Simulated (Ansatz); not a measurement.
Data:

CoSn:
Space group P6/mmm (No. 191); a = 5.172 Å, b = 5.172 Å, c = 4.125 Å, α = 90.00°, β = 90.00°, γ = 120.00°

```tsv
atom	site	symmetry	x	y	z
Co	3f	mmm	0.0000	0.5000	0.0000
Sn	2d	-6m2	0.3333	0.6667	0.5000
Sn	1a	6/mmm	0.0000	0.0000	0.0000
```

This is the LDA-relaxed structure.

Problem. All from plane-wave PAW LDA (Ansatz code), unless another level is named. Give the density of states at the Fermi level.

Solution. 0.46 states/eV per atom (mean over ±0.08 eV).

Problem. Give the formation energy from the elements (no fitted shifts).

Solution. -188 meV/atom.

The LDA relaxation kept the symmetry of its start; of distortions, only those at the zone centre were tested. No spin polarisation was allowed. Axis ratios of metals converge slowly with the k-mesh, so a and c are less sure than the volume. The references are the lowest solids computed at this level, not always the standard phases. Scalar-relativistic: spin–orbit coupling is off unless named, which matters more the heavier the elements.

Potentials: the later of the program's two PAW sets.
